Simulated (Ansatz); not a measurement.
Coordination and 79Br quadrupole coupling in CsPb2Br5

Cell: a computed structure from the Materials Project (it need not be an observed phase), atoms as given.

```cif
data_CsPb2Br5
_symmetry_space_group_name_H-M 'I4/mcm'
_symmetry_Int_Tables_number 140
_cell_length_a 8.5372
_cell_length_b 8.5372
_cell_length_c 15.5859
_cell_angle_alpha 90.000
_cell_angle_beta 90.000
_cell_angle_gamma 90.000
loop_
_atom_site_label
_atom_site_type_symbol
_atom_site_symmetry_multiplicity
_atom_site_Wyckoff_symbol
_atom_site_fract_x
_atom_site_fract_y
_atom_site_fract_z
Cs Cs 4 a 0.0000 0.0000 0.7500
Pb Pb 8 h 0.3326 0.1674 0.5000
Br7 Br 4 c 0.0000 0.0000 0.5000
Br9 Br 16 l 0.1538 0.3462 0.3736
```

One atom of each set is listed; the run and its k-mesh use a cell of 16 atoms with edges of 9.86, 9.86, 9.86 Å.

Level of theory: DFT, r2SCAN, plane waves and PAW, scalar-relativistic, 500 eV cutoff, Γ-centred 5×5×5 k-points, Fermi–Dirac smearing 0.02 eV (Ansatz 0.2.0).

Q(79Br) = 308.7 mb.

**Question.** Rank these Br sites by |C_Q|, smallest first.
A. Br9: 1 Pb at 2.92 Å
B. Br7: 4 Pb at 3.18 Å

**Answer.** A (72.3 MHz, η = 0.46), B (128 MHz, η = 0.00).

An axis of threefold or higher order runs through Br7, so V_zz lies along it and η is zero. At Br9 V_zz points along its bond to Pb (within 6°). Like point charges on the first shell alone (each adding as 1/d³) would give the same order.

Without spin–orbit coupling the gradients at and beside Pb can be off by some per cent, at some sites by more.
